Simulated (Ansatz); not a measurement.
Bi₂S₃: what each run costs

Cell: 20 atoms, space group Pnma, a = 10.659 Å, b = 3.853 Å, c = 10.510 Å, α = 90.00°, β = 90.00°, γ = 90.00°.

All runs are DFT with Ansatz 0.2.0 on 2 threads of Arm Neoverse N1 (aarch64; 40 cores open to the job, memory cap 5.0 GiB, no GPU), a shared host.

(1) Rank the runs by wall time, shortest first.
A. relaxation of the ions, PBE, 420 eV, 3×7×3 k-points, smearing 0.02 eV
B. single point, PBE, 420 eV, 3×7×3 k-points, smearing 0.02 eV
C. single point at relaxed positions, r2SCAN, 500 eV, 3×7×3 k-points, smearing 0.02 eV

## Answers

(1) B (69 s, 1.3 GiB), C (2.3 min, 2.1 GiB), A (3.5 min, 1.3 GiB).
